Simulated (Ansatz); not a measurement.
Te2Mo in space group P4_2/mnm (No. 136; Mo on 2a, Te on 4f) under volume change, DFT-PBE in the program Ansatz with PAW potentials, shape and atoms relaxed at each volume.

```tsv
V (Å³/atom)	E − E(relaxed) (meV/atom)	P (GPa)
24.413	62.8	9.12
25.218	26.1	5.58
26.023	6.0	2.49
26.828	0.0	0.00
27.633	5.3	-2.04
28.438	19.9	-3.76
29.242	42.7	-5.24
```

Question: What does a third-order Birch–Murnaghan fit give for V₀, B₀ and B′?

Answer: V₀ = 26.84 Å³/atom, B₀ = 75.8 GPa, B′ = 5.1.

The cell is a constructed one: a structure type filled with these elements; neither database checked (COD, Materials Project) lists it. It is not the phase usual at ambient conditions (space group No. 194). The PBE relaxation kept the symmetry of its start; whether a distortion lowers the energy is not shown. The run is not spin-polarised. Scalar-relativistic: spin–orbit coupling is off unless named, which matters more the heavier the elements.

Potentials: the later of the program's two PAW sets.
